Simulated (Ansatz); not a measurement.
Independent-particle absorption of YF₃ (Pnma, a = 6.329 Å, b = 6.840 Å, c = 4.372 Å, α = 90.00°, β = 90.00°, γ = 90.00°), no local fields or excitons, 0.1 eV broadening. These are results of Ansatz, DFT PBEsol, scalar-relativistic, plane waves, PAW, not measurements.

Cutoff 420 eV; k points 4×4×6 on the computed 16-atom cell (Γ-centred); Gaussian smearing, width 0.02 eV; no spin polarisation. The spectrum is summed on a 6×6×9 mesh.

```
Y F
1.0
     6.32858    0.00000    0.00000
     0.00000    6.83990    0.00000
     0.00000    0.00000    4.37168
Y F
4 12
Direct
  0.36905 0.25000 0.06116
  0.13095 0.75000 0.56116
  0.86905 0.25000 0.43884
  0.63095 0.75000 0.93884
  0.52318 0.25000 0.58970
  0.97682 0.75000 0.08970
  0.02318 0.25000 0.91030
  0.47682 0.75000 0.41030
  0.16504 0.06313 0.37774
  0.33496 0.93687 0.87774
  0.66504 0.43687 0.12226
  0.83496 0.56313 0.62226
  0.83496 0.93687 0.62226
  0.66504 0.06313 0.12226
  0.33496 0.56313 0.87774
  0.16504 0.43687 0.37774
```

photon energy (eV), ε2,zz and a bar:
```
      0.0       0.00
      0.4       0.00
      0.8       0.00
      1.2       0.00
      1.6       0.00
      2.0       0.00
      2.4       0.00
      2.8       0.00
      3.2       0.00
      3.6       0.00
      4.0       0.00
      4.4       0.00
      4.8       0.00
      5.2       0.00
      5.6       0.00
      6.0       0.00
      6.4       0.00
      6.8       0.00
      7.2       0.00
      7.6       0.00
      8.0       0.20 #
      8.4       0.83 ####
      8.8       2.01 ##########
      9.2       3.43 ################
      9.6       6.32 ##############################
     10.0       5.17 #########################
     10.4       4.81 #######################
     10.8       4.34 #####################
     11.2       3.82 ##################
     11.6       2.76 #############
     12.0       2.04 ##########
     12.4       1.92 #########
     12.8       1.24 ######
     13.2       0.81 ####
     13.6       0.69 ###
     14.0       0.62 ###
```

The strongest peak lies near 9.6 eV. ε∞ (xx, yy, zz) = 2.9, 2.8, 2.8.

Cost: 1 run of about 29 core-minutes, on AMD EPYC (Zen 3) (shared hosts).